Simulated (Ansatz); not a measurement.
The elements of this relaxed trial sheet are hidden behind letters. The sheet is periodic along a and b; c holds vacuum.

```
lattice vectors (Å)
   3.7021    0.0000    0.0000
   0.0000    3.7021    0.0000
   0.0000    0.0000   32.2773
fractional positions
X 0.0000 0.0000 0.2788
Z 0.5000 0.5000 0.3442
Z 0.5000 0.5000 0.2135
```

Computed with DFT PBE, scalar-relativistic, plane waves, PAW in Ansatz. Plane waves to 420 eV, a 12×12×1 mesh through Γ for the 3-atom cell and 0.10 eV Gaussian smearing; no spin polarisation.

| Property | Result |
| --- | --- |
| Layer group | p4/mmm (No. 61) |
| In-plane cell | a = 3.702 Å, b = 3.702 Å, γ = 90.0° |
| Area per atom | 4.57 Å² |
| Thickness between the outermost nuclei | 4.22 Å |
| Energy over the elements | −0.61 eV/atom |
| Gap on the 12×12×1 mesh of the 3-atom cell | 0 eV (a metal) |

Energies are uncorrected and count from the elements' standard states at the same level.

Problem. X is an s-block element of period 3 and Z is a p-block element of period 5. Which elements are they?

Solution. X = Na, Z = I, so the formula is NaI2. Na at height 2.11 Å has 8 I at 3.36 Å and 4 Na at 3.70 Å; I at height 4.22 Å has 4 Na at 3.36 Å and 4 I at 3.70 Å. Other elements may fit the hints; this set was computed.

Spin–orbit coupling, which can matter for I, is left out. An odd number of electrons in the primitive cell allows no gap without spin; a larger cell or a magnetic state could open one. The cell is a metal run without spin; a magnetic state may lie lower. Symmetry constrained the relaxation, so the result can be a saddle point.
